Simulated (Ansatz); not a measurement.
Zn$_{3}$CdS$_{4}$:
```yaml
crystal:
  lattice:
    - [5.41107, 0.00000, 0.00000]
    - [0.00000, 5.41107, 0.00000]
    - [0.00000, 0.00000, 5.41107]
  atoms:
    - { symbol: Zn, position: [0.00000, 0.50000, 0.50000] }
    - { symbol: Zn, position: [0.50000, 0.00000, 0.50000] }
    - { symbol: Zn, position: [0.50000, 0.50000, 0.00000] }
    - { symbol: Cd, position: [0.00000, 0.00000, 0.00000] }
    - { symbol: S, position: [0.26243, 0.26243, 0.26243] }
    - { symbol: S, position: [0.26243, 0.73757, 0.73757] }
    - { symbol: S, position: [0.73757, 0.73757, 0.26243] }
    - { symbol: S, position: [0.73757, 0.26243, 0.73757] }
```

Relaxed with LDA.

Q: Give the optical modes at the zone centre with their infrared and Raman activity from DFPT, LDA (plane waves, PAW; program Ansatz).

A: Transverse frequencies, without the LO–TO term; a row sums one degenerate level.

```csv
ω (cm⁻¹),degeneracy,IR ((D/Å)²/amu),Raman (Å⁴/amu),activity,symmetry
71,3,0.03,8.8,IR+Raman,T2
90,3,0.00,0,silent,T1
201,3,0.09,0.96,IR+Raman,T2
276,3,47.88,12,IR+Raman,T2
306,3,0.00,0,silent,T1
319,3,1.12,26,IR+Raman,T2
320,2,0.00,0.39,Raman,E
330,1,0.00,45,Raman,A1
```

Q: How high does the top mode go among those that the LO–TO term moves?

A: 335 cm⁻¹ for q along x.

Space group P-43m. The workflow started from a Materials Project entry (that database holds measured and hypothetical structures alike); the Crystallography Open Database copy checked does not list it. With Zn and Cd taken as one species the cell has the higher symmetry F-43m, so it may be an ordered model of a mixed-site phase. Whether it is the stable phase at ambient conditions was not checked. The LDA relaxation kept the symmetry of its start; phonons on a q-mesh show no instability.

Potentials: the later of the program's two PAW sets.
